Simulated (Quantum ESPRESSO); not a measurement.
# Kohn-Sham bands of TePb2Se (R-3m)

```yaml
crystal:
  lattice:
    - [-2.24710, 3.89209, 0.00000]
    - [-4.49420, 0.00000, 0.00000]
    - [-2.24710, 1.29736, 7.33500]
  atoms:
    - { symbol: Te, position: [0.50000, 0.50000, 0.50000] }
    - { symbol: Pb, position: [0.25530, 0.25530, 0.23409] }
    - { symbol: Pb, position: [0.74470, 0.74470, 0.76591] }
    - { symbol: Se, position: [0.00000, 0.00000, 0.00000] }
```

Structure: Materials Project mp-1217291, symmetrised, not relaxed again. Not found in the COD (Crystallography Open Database) copy used; not checked further. Computed values, not measurements, from PBEsol: Quantum ESPRESSO (norm-conserving PseudoDojo potentials, cutoff 69 Ry, spinors with spin-orbit coupling) on a Γ-centred 4×4×4 mesh, then Wannier90. Density: 8×8×8 mesh, cold smearing 0.01 Ry. With spin-orbit coupling a semilocal functional can close or falsely invert a small gap; the band order was not checked against a better method. The gap is small at this level and was sampled on the meshes and a path alone.

Question: List the Kohn-Sham levels between −8 and 3.1 eV relative to the valence-band maximum at the high-symmetry points, as a band run of pw.x on that density gives them (levels within 2 meV counted together).

Answer: 
```tsv
point	k (reciprocal lattice)	levels (eV)
Γ	0.000 0.000 0.000	-5.94 (×2), -2.11 (×2), -1.48 (×2), -1.43 (×2), -1.01 (×2), -0.54 (×2), 0.00 (×2), 0.08 (×2), 1.38 (×2), 2.07 (×2), 2.81 (×2)
T	0.000 0.000 0.500	-7.44 (×2), -6.84 (×2), -1.90 (×2), -1.63 (×2), -1.48 (×2), -0.70 (×2), -0.63 (×2), -0.63 (×2), 1.31 (×2), 1.50 (×2), 2.67 (×2), 2.89 (×2)
H_2	-0.312 -0.625 0.188	-7.99 (×2), -7.95 (×2), -3.74 (×2), -3.66 (×2), -2.65 (×2), -2.50 (×2), -1.26 (×2), -1.21 (×2), 1.97 (×2), 2.20 (×2)
H_0	-0.375 -0.688 -0.188	-7.99 (×2), -7.95 (×2), -3.74 (×2), -3.66 (×2), -2.65 (×2), -2.50 (×2), -1.26 (×2), -1.21 (×2), 1.97 (×2), 2.20 (×2)
L	0.000 -0.500 0.000	-7.88 (×2), -7.85 (×2), -3.33 (×2), -3.18 (×2), -2.53 (×2), -2.29 (×2), -1.81 (×2), -1.63 (×2), 2.58 (×2), 2.64 (×2)
S_0	-0.344 -0.688 -0.344	-7.92 (×2), -3.96 (×2), -3.32 (×2), -3.07 (×2), -2.26 (×2), -1.65 (×2), -0.55 (×2), 1.35 (×2), 2.47 (×2)
S_2	-0.344 -0.656 0.000	-7.92 (×2), -3.96 (×2), -3.32 (×2), -3.07 (×2), -2.26 (×2), -1.65 (×2), -0.55 (×2), 1.35 (×2), 2.47 (×2)
F	-0.500 -0.500 0.000	-7.16 (×2), -4.54 (×2), -3.16 (×2), -2.58 (×2), -1.27 (×2), -0.83 (×2), -0.02 (×2), 0.05 (×2), 1.37 (×2), 2.09 (×2)
```
